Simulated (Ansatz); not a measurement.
Total density of states per atom from plane-wave PAW r²SCAN (Ansatz code), in 0.25 eV bins, energy from the Fermi level:

```
E (eV) | states/eV/atom
    -7.85 | ## 0.28
    -7.60 | ## 0.23
    -7.35 | ## 0.18
    -7.10 | # 0.16
    -6.85 | # 0.15
    -6.60 | ## 0.21
    -6.35 | ## 0.18
    -6.10 | # 0.17
    -5.85 | # 0.11
    -5.60 | # 0.10
    -5.35 | # 0.13
    -5.10 | # 0.12
    -4.85 | # 0.17
    -4.60 | ## 0.23
    -4.35 | ## 0.25
    -4.10 | ### 0.34
    -3.85 | #### 0.49
    -3.60 | ### 0.32
    -3.35 | ##### 0.57
    -3.10 | ####### 0.87
    -2.85 | ######## 0.95
    -2.60 | ########## 1.22
    -2.35 | ######## 0.94
    -2.10 | ####### 0.79
    -1.85 | ###### 0.75
    -1.60 | ######## 0.92
    -1.35 | ########### 1.27
    -1.10 | ############### 1.77
    -0.85 | ########## 1.15
    -0.60 | ########## 1.21
    -0.35 | ######## 0.95
    -0.10 | ##### 0.61
     0.15 | #### 0.48
     0.40 | #### 0.48
     0.65 | ### 0.40
     0.90 | ## 0.25
     1.15 | ## 0.24
     1.40 | ### 0.38
     1.65 | ### 0.39
     1.90 | ##### 0.61
     2.15 | ##### 0.64
     2.40 | ########## 1.17
     2.65 | ######### 1.00
     2.90 | ################ 1.88
     3.15 | ############################## 3.50
```

Pick the material that matches.
A. TaSi2, P6_222 (Ta on 3d, Si on 6j)
B. LaCoSi2, Cmcm (La on 4c, Co on 4c, Si on 4c, Si on 4c)
C. Zr3Si2, P4/mbm (Zr on 4h, Zr on 2a, Si on 4g)
D. YSiNi, Pnma (Y on 4c, Si on 4c, Ni on 4c)

B, LaCoSi2, Cmcm (La on 4c, Co on 4c, Si on 4c, Si on 4c). Within 0.5 eV of the Fermi level: Co 3d 44 %, Si 3p 22 %, La 5d 22 %. Projections are on Löwdin-orthogonalised atomic valence shells; empty p or d shells of many metals are not among them.

The first step of the workflow began from a Materials Project structure, measured or hypothetical; the Crystallography Open Database copy checked does not list it. Its standing as an ambient phase is unchecked. Symmetry was held in the r²SCAN relaxation; whether a distortion lowers the energy is not shown. No spin polarisation was allowed. Scalar-relativistic: spin–orbit coupling is off unless named, which matters more the heavier the elements.

Potentials: the earlier of the program's two PAW sets.
